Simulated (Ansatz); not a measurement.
## K: from a starting cell to a relaxed one

The start is a generated cell, K built in the simple-cubic structure type. The structure is fully relaxed (lattice and positions, P = 0) with r2SCAN (plane waves to 500 eV, PAW, scalar-relativistic; Ansatz, an electronic-structure program). The first steps use a coarse 8×8×8 k-mesh.

Input geometry:
```
CELL_PARAMETERS angstrom
      4.31086     0.00000     0.00000
      0.00000     4.31086     0.00000
      0.00000     0.00000     4.31086
ATOMIC_POSITIONS crystal
  K  0.00000 0.00000 0.00000
```

```json
{
 "outcome": "The space group stays Pm-3m (No. 221) (the run could not lower it); the end is simple cubic type, with 1 atom in the primitive cell",
 "energy_released": "under 0.01 eV/atom",
 "volume_change": "-1.0 %, from 80.11 to 79.32 Å³/atom",
 "band_gap_at_the_end": "no gap (metallic)",
 "optimiser_moves": "2"
}
```

The end point of the relaxation:

Space group Pm-3m (No. 221); a = 4.2966 Å, b = 4.2966 Å, c = 4.2966 Å, α = 90.00°, β = 90.00°, γ = 90.00°

```
atom  site  symmetry       x       y       z
----  ----  --------  ------  ------  ------
K       1a      m-3m  0.0000  0.0000  0.0000
```

Final values are on a 11×11×11 k-mesh of the relaxed cell. No spin polarisation in the result.

The run could not lower the symmetry of its start; a shaken copy of this end point relaxes with r2SCAN to I4/mmm (No. 139) at a tolerance of 0.01 Å, Im-3m (No. 229) at 0.1 Å, 0.11 eV/atom lower.

The relaxed structure here is a generated cell of K: the first start was made by placing the elements on the sites of a structure type, and the end was not matched to a known phase here, so it may be hypothetical. Known forms of K include space group No. 229.
